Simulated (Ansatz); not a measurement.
## Si$_{2}$Ni: do energies and stresses tell the same story?

All numbers below come from DFT PBEsol, scalar-relativistic, plane waves, PAW (Ansatz).

Settings: cutoff 420 eV, Γ-centred mesh 14×14×14 on the computed 3-atom cell, Gaussian smearing of 0.10 eV; no spin polarisation.

Relaxed cell: Fm-3m, a = 5.391 Å, b = 5.391 Å, c = 5.391 Å, α = 90.00°, β = 90.00°, γ = 90.00°, 3 atoms in the primitive cell.

Energies at zero smearing and pressures from the stress tensor, at volumes with shape and atoms relaxed:
```json
{"V (Å³/atom)": "11.492", "E − E(first) (meV/atom)": "0.00", "P (GPa)": "27.18"}
{"V (Å³/atom)": "11.884", "E − E(first) (meV/atom)": "-55.44", "P (GPa)": "18.46"}
{"V (Å³/atom)": "12.275", "E − E(first) (meV/atom)": "-91.38", "P (GPa)": "11.20"}
{"V (Å³/atom)": "12.667", "E − E(first) (meV/atom)": "-111.20", "P (GPa)": "5.18"}
{"V (Å³/atom)": "13.059", "E − E(first) (meV/atom)": "-117.38", "P (GPa)": "0.01"}
{"V (Å³/atom)": "13.451", "E − E(first) (meV/atom)": "-111.90", "P (GPa)": "-4.39"}
{"V (Å³/atom)": "13.843", "E − E(first) (meV/atom)": "-96.48", "P (GPa)": "-8.16"}
{"V (Å³/atom)": "14.365", "E − E(first) (meV/atom)": "-62.78", "P (GPa)": "-12.34"}
```

Check P = −dE/dV between neighbouring volumes, and get the bulk modulus from the pressures alone.

With 1 eV/Å³ = 160.2 GPa:
| middle V (Å³/atom) | −ΔE/ΔV (GPa) | mean P (GPa) |
| --- | --- | --- |
| 11.688 | 22.673 | 22.818 |
| 12.080 | 14.698 | 14.830 |
| 12.471 | 8.106 | 8.189 |
| 12.863 | 2.526 | 2.590 |
| 13.255 | -2.240 | -2.194 |
| 13.647 | -6.305 | -6.279 |
| 14.104 | -10.338 | -10.254 |

The two differ by 0.15 GPa at most. The mean of two end pressures misses the average over a step by about ΔV² P″/12, up to 0.14 GPa here; with that taken off 0.03 GPa remains. The stress is the derivative of the free energy, not of the energy at zero smearing, and with free energies 0.01 GPa remains. Around V = 13.059 Å³/atom, the two neighbours give B = −V ΔP/ΔV = 13.059 × 9.57 / 0.784 = 159.5 GPa, against B0 = 158.9 GPa from the Birch–Murnaghan fit of the energies.

A ferromagnetic start lost its moments in a first run, so spin was left out; other magnetic orders weren't tried.